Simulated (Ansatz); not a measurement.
ZnCdS₂:
```yaml
crystal:
  lattice:
    - [3.88306, 0.00000, 0.00000]
    - [0.00000, 3.88306, 0.00000]
    - [0.00000, 0.00000, 5.58922]
  atoms:
    - { symbol: Zn, position: [0.00000, 0.00000, 0.50000] }
    - { symbol: Cd, position: [0.50000, 0.50000, 0.00000] }
    - { symbol: S, position: [0.50000, 0.00000, 0.27556] }
    - { symbol: S, position: [0.00000, 0.50000, 0.72444] }
```

x, y and z are the axes in which the lattice vectors are written.

### Question
Give the proper piezoelectric stress tensor with relaxed ions from the program Ansatz at the LDA level (PAW).

### Answer
In C/m², rows x, y, z, Voigt columns; mesh uncertainty up to 0.01.
```
 0.00   0.00   0.00   0.00  -0.25   0.00
 0.00   0.00   0.00   0.25   0.00   0.00
-0.21   0.21   0.00   0.00   0.00   0.00
```

The elastic tensor of the same run (GPa):

```csv
,1,2,3,4,5,6
1,118,42.6,66.7,0.0,0.0,0.0
2,42.6,118,66.7,0.0,0.0,0.0
3,66.7,66.7,101,0.0,0.0,0.0
4,0.0,0.0,0.0,36.5,0.0,0.0
5,0.0,0.0,0.0,0.0,36.5,0.0
6,0.0,0.0,0.0,0.0,0.0,15.0
```

### Question
Convert to strain constants d = e·S.

### Answer
In pC/N:
```
 0.0   0.0   0.0   0.0  -7.0   0.0
 0.0   0.0   0.0   7.0   0.0   0.0
-2.8   2.8   0.0   0.0   0.0   0.0
```

Space group P-4m2. The workflow started from a Materials Project entry (that database holds measured and hypothetical structures alike); the Crystallography Open Database copy checked does not list it. Its standing as an ambient phase is unchecked. The cell was relaxed with LDA under the symmetry of its start; of distortions, only those at the zone centre were tested.

Potentials: the later of the program's two PAW sets.
